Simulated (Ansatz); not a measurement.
A relaxation computed with Ansatz, from input to last step.

```yaml
crystal:
  lattice:
    - [-2.0493782475, 2.0493782475, 4.5778319295]
    - [2.0493782475, -2.0493782475, 4.5778319295]
    - [2.0493782475, 2.0493782475, -4.5778319295]
  atoms:
    - { symbol: K, position: [0.0, 0.0, 0.0] }
    - { symbol: Os, position: [0.5, 0.5, 0.0] }
    - { symbol: Os, position: [0.25, 0.75, 0.5] }
    - { symbol: Os, position: [0.75, 0.25, 0.5] }
basis:
  ecutwfc: 420
kpoints:
  mp_grid: { grid: [6, 6, 6] }
hamiltonian:
  xc: pbe
scf:
  occupations: { method: gaussian, width: 0.1 }
  lower_state_search: "off"
output:
  forces: true
  stress: true
  eigenvalues: true
relax:
  adjacent_minimum: "off"
  f_tol: 0.04
  max_steps: 70
  cell: { stress_tol: 0.4 }
```

```bash
ansatz run input.yaml --threads 1 --pin off --max-ram 2560MiB --backend cpu --events-out ev --progress --plain --runs-dir out
```

All numbers below come from Ansatz, DFT PBE, scalar-relativistic, plane waves, PAW.

Of 10 frames 10 are shown, positions in Å and forces in eV/Å; the SCF threshold varies from step to step. Steps run on the plane waves of an earlier cell, with a Pulay correction in the pressure. The basis is chosen afresh for the last frame, the zero of the energies, and at times for earlier ones too; energy and pressure step there, also at an unchanged geometry. The mark taken_back stands on steps that the optimiser undid.

```xyz
4
Lattice="-2.0494 2.0494 4.5778 2.0494 -2.0494 4.5778 2.0494 2.0494 -4.5778" Properties=species:S:1:pos:R:3:forces:R:3 pbc="T T T" step=1 free_energy_over_end_meV_per_atom=429.59 pressure_GPa=-17.42
K     0.0000    0.0000    0.0000    0.0000    0.0000    0.0000
Os    0.0000    0.0000    4.5778    0.0000    0.0000    0.0000
Os    2.0494    0.0000    2.2889    0.0000    0.0000    0.0000
Os    0.0000    2.0494    2.2889    0.0000    0.0000    0.0000
4
Lattice="-1.9927 1.9927 4.3526 1.9927 -1.9927 4.3526 1.9927 1.9927 -4.3526" Properties=species:S:1:pos:R:3:forces:R:3 pbc="T T T" step=2 free_energy_over_end_meV_per_atom=261.73 pressure_GPa=-5.96
K     0.0000    0.0000    0.0000    0.0000    0.0000    0.0000
Os    0.0000    0.0000    4.3526    0.0000    0.0000    0.0000
Os    1.9927    0.0000    2.1763    0.0000    0.0000    0.0000
Os    0.0000    1.9927    2.1763    0.0000    0.0000    0.0000
4
Lattice="-1.9954 1.9954 4.1296 1.9954 -1.9954 4.1296 1.9954 1.9954 -4.1296" Properties=species:S:1:pos:R:3:forces:R:3 pbc="T T T" step=3 free_energy_over_end_meV_per_atom=202.48 pressure_GPa=1.33
K     0.0000    0.0000    0.0000    0.0000    0.0000    0.0000
Os    0.0000    0.0000    4.1296    0.0000    0.0000    0.0000
Os    1.9954    0.0000    2.0648    0.0000    0.0000    0.0000
Os    0.0000    1.9954    2.0648    0.0000    0.0000    0.0000
4
Lattice="-2.0365 2.0365 3.9050 2.0365 -2.0365 3.9050 2.0365 2.0365 -3.9050" Properties=species:S:1:pos:R:3:forces:R:3 pbc="T T T" step=4 free_energy_over_end_meV_per_atom=141.52 pressure_GPa=2.88
K     0.0000    0.0000    0.0000    0.0000    0.0000    0.0000
Os    0.0000    0.0000    3.9050    0.0000    0.0000    0.0000
Os    2.0365    0.0000    1.9525    0.0000    0.0000    0.0000
Os    0.0000    2.0365    1.9525    0.0000    0.0000    0.0000
4
Lattice="-2.0941 2.0941 3.6811 2.0941 -2.0941 3.6811 2.0941 2.0941 -3.6811" Properties=species:S:1:pos:R:3:forces:R:3 pbc="T T T" step=5 free_energy_over_end_meV_per_atom=77.06 pressure_GPa=2.16
K     0.0000    0.0000    0.0000    0.0000    0.0000    0.0000
Os    0.0000    0.0000    3.6811    0.0000    0.0000    0.0000
Os    2.0941    0.0000    1.8405    0.0000    0.0000    0.0000
Os    0.0000    2.0941    1.8405    0.0000    0.0000    0.0000
4
Lattice="-2.1538 2.1538 3.4575 2.1538 -2.1538 3.4575 2.1538 2.1538 -3.4575" Properties=species:S:1:pos:R:3:forces:R:3 pbc="T T T" step=6 free_energy_over_end_meV_per_atom=26.41 pressure_GPa=2.45
K     0.0000    0.0000    0.0000    0.0000    0.0000    0.0000
Os    0.0000    0.0000    3.4575    0.0000    0.0000    0.0000
Os    2.1538    0.0000    1.7288    0.0000    0.0000    0.0000
Os    0.0000    2.1538    1.7288    0.0000    0.0000    0.0000
4
Lattice="-2.2431 2.2431 3.2286 2.2431 -2.2431 3.2286 2.2431 2.2431 -3.2286" Properties=species:S:1:pos:R:3:forces:R:3 pbc="T T T" step=7 free_energy_over_end_meV_per_atom=1.94 pressure_GPa=-0.58
K     0.0000    0.0000    0.0000    0.0000    0.0000    0.0000
Os    0.0000    0.0000    3.2286    0.0000    0.0000    0.0000
Os    2.2431    0.0000    1.6143    0.0000    0.0000    0.0000
Os    0.0000    2.2431    1.6143    0.0000    0.0000    0.0000
4
Lattice="-2.2692 2.2692 3.1066 2.2692 -2.2692 3.1066 2.2692 2.2692 -3.1066" Properties=species:S:1:pos:R:3:forces:R:3 pbc="T T T" step=8 free_energy_over_end_meV_per_atom=7.34 pressure_GPa=2.35 taken_back
K     0.0000    0.0000    0.0000    0.0000    0.0000    0.0000
Os    0.0000    0.0000    3.1066    0.0000    0.0000    0.0000
Os    2.2692    0.0000    1.5533    0.0000    0.0000    0.0000
Os    0.0000    2.2692    1.5533    0.0000    0.0000    0.0000
4
Lattice="-2.2541 2.2541 3.1859 2.2541 -2.2541 3.1859 2.2541 2.2541 -3.1859" Properties=species:S:1:pos:R:3:forces:R:3 pbc="T T T" step=9 free_energy_over_end_meV_per_atom=1.13 pressure_GPa=0.03
K     0.0000    0.0000    0.0000    0.0000    0.0000    0.0000
Os    0.0000    0.0000    3.1859    0.0000    0.0000    0.0000
Os    2.2541    0.0000    1.5930    0.0000    0.0000    0.0000
Os    0.0000    2.2541    1.5930    0.0000    0.0000    0.0000
4
Lattice="-2.2541 2.2541 3.1859 2.2541 -2.2541 3.1859 2.2541 2.2541 -3.1859" Properties=species:S:1:pos:R:3:forces:R:3 pbc="T T T" step=10 free_energy_over_end_meV_per_atom=0.00 pressure_GPa=0.29
K     0.0000    0.0000    0.0000    0.0000    0.0000    0.0000
Os    0.0000    0.0000    3.1859    0.0000    0.0000    0.0000
Os    2.2541    0.0000    1.5930    0.0000    0.0000    0.0000
Os    0.0000    2.2541    1.5930    0.0000    0.0000    0.0000
```

The start puts this composition into another compound's structure type, which needn't suit it. At the end the space group is Fm-3m (tolerance 0.05 Å).

It took 27 s on 1 thread of Intel(R) Xeon(R) 6975P-C (Granite Rapids), with other jobs on the host, peak memory 0.43 GiB.

The k mesh is coarse. Spin–orbit coupling is left out, which can shift energies with elements as heavy as these.